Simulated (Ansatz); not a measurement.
# Property card for Cs$_{2}$CaP$_{2}$O$_{7}$

Cs$_{2}$CaP$_{2}$O$_{7}$:
```yaml
crystal:
  lattice:
    - [5.16104, 2.97100, 0.00000]
    - [-5.16104, 2.97100, 0.00000]
    - [-3.52347, 0.00000, 6.50808]
  atoms:
    - { symbol: Cs, position: [0.78612, 0.21388, 0.33493] }
    - { symbol: Cs, position: [0.21586, 0.78414, 0.65561] }
    - { symbol: Ca, position: [0.00243, 0.99757, 0.99822] }
    - { symbol: P, position: [0.42861, 0.57139, 0.25672] }
    - { symbol: P, position: [0.58035, 0.41965, 0.74491] }
    - { symbol: O, position: [0.26029, 0.31204, 0.18970] }
    - { symbol: O, position: [0.68796, 0.73971, 0.18970] }
    - { symbol: O, position: [0.73028, 0.69924, 0.78152] }
    - { symbol: O, position: [0.30076, 0.26972, 0.78152] }
    - { symbol: O, position: [0.26944, 0.73056, 0.21635] }
    - { symbol: O, position: [0.74678, 0.25322, 0.84482] }
    - { symbol: O, position: [0.53562, 0.46438, 0.50339] }
```

Space group Cm (No. 8); conventional cell a = 10.3221 Å, b = 5.9420 Å, c = 7.4007 Å, α = γ = 90.00°, β = 118.43°.

Method: r²SCAN (plane waves, PAW; program Ansatz). Structure relaxed to zero pressure with the same functional. Other levels are named where they apply.

**Cell and energy**

```json
{
  "volume_per_atom": "16.63 Å³",
  "density": "3.99 g/cm³",
  "Formation energy from the elements (no fitted shifts)": "-2.68 eV/atom"
}
```

**Electronic structure**

```json
{
 "band_gap": "5.82 eV (direct)",
 "valence_band_maximum": "at Γ",
 "conduction_band_minimum": "at Γ",
 "electron_effective_mass": "0.41, 0.49, 0.49 mₑ (principal values)",
 "Electron effective mass with spin–orbit coupling": "0.41, 0.49, 0.49 mₑ (principal values)",
 "hole_effective_mass": "2.2, 2.7, 17 mₑ (principal values)",
 "Hole effective mass with spin–orbit coupling": "2.2, 2.7, 17 mₑ (principal values)",
 "Gap with spin–orbit coupling": "5.82 eV"
}
```

**Mechanics**

```json
{
 "Bulk modulus (Birch–Murnaghan fit)": "567 kbar",
 "Pressure derivative B′": "4.7"
}
```

**Charges**

```json
{
  "bader_charges": "Cs +0.88, Ca +1.69, P +3.86, O -1.64 to -1.58 e"
}
```

The first step of the workflow began from a Materials Project structure, measured or hypothetical; the Crystallography Open Database copy checked does not list it. Whether it is the stable phase at ambient conditions was not checked. Symmetry was held in the r²SCAN relaxation; whether a distortion lowers the energy is not shown. The references are the lowest solids computed at this level, not always the standard phases (solids in place of the gases). Scalar-relativistic: spin–orbit coupling is off unless named, which matters more the heavier the elements.

Potentials: the later of the program's two PAW sets.
